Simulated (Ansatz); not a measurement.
Cell and atoms are relaxed with the symmetry kept. Start:

```cif
data_structure
_symmetry_space_group_name_H-M 'P4_2/mnm'
_symmetry_Int_Tables_number 136
_cell_length_a 5.4231
_cell_length_b 5.4231
_cell_length_c 3.3039
_cell_angle_alpha 90.000
_cell_angle_beta 90.000
_cell_angle_gamma 90.000
_cell_volume 97.17
loop_
_atom_site_label
_atom_site_type_symbol
_atom_site_symmetry_multiplicity
_atom_site_Wyckoff_symbol
_atom_site_fract_x
_atom_site_fract_y
_atom_site_fract_z
_atom_site_occupancy
Zr1 Zr 4 f 0.29629 0.29629 0.00000 1
N1 N 2 a 0.00000 0.00000 0.00000 1
```

These are results of DFT LDA, scalar-relativistic, plane waves, PAW in Ansatz 0.2.0, not measurements.

Settings: cutoff 420 eV, Γ-centred mesh 8×8×10 on the computed 6-atom cell, Gaussian smearing of 0.10 eV; no spin polarisation.

**Question.** What does it relax to?

**Answer.** The volume drops by 0.79 Å³/atom to 15.41 Å³/atom, and the energy falls by 22.9 meV/atom. Final structure:
```xyz
6
Lattice="5.3327 0.0000 0.0000 0.0000 5.3327 0.0000 0.0000 0.0000 3.2509" Properties=species:S:1:pos:R:3 pbc="T T T"
Zr    1.5789    1.5789    0.0000
Zr    3.7539    3.7539    0.0000
Zr    4.2453    1.0875    1.6255
Zr    1.0875    4.2453    1.6255
N     0.0000    0.0000    0.0000
N     2.6664    2.6664    1.6255
```

Course of the relaxation (steps run on the plane waves of an earlier cell, and the basis is chosen afresh near the end, so energy and pressure can step there; trial steps that raised the energy were taken back; energies are free energies):

| step | E − E_final (meV/atom) | largest force component (eV/Å) | P (GPa) | V (Å³/atom) |
| --- | --- | --- | --- | --- |
| 1 | 22.9 | 0.065 | -8.97 | 16.19 |
| 2 | 30.5 | 0.006 | 12.64 | 14.56 |
| 3 | 0.4 | 0.079 | -0.58 | 15.46 |
| 4 | -1.0 | 0.008 | 0.05 | 15.41 |
| 5 | -1.0 | 0.000 | 0.00 | 15.42 |
| 6 | 0.0 | 0.000 | -0.09 | 15.42 |
| 7 | 0.0 | 0.000 | 0.00 | 15.41 |
| 8 | 0.0 | 0.000 | 0.00 | 15.41 |

Cost: 1 run of about 3.2 core-minutes, on Intel Xeon Processor @ 2.70GHz (shared hosts).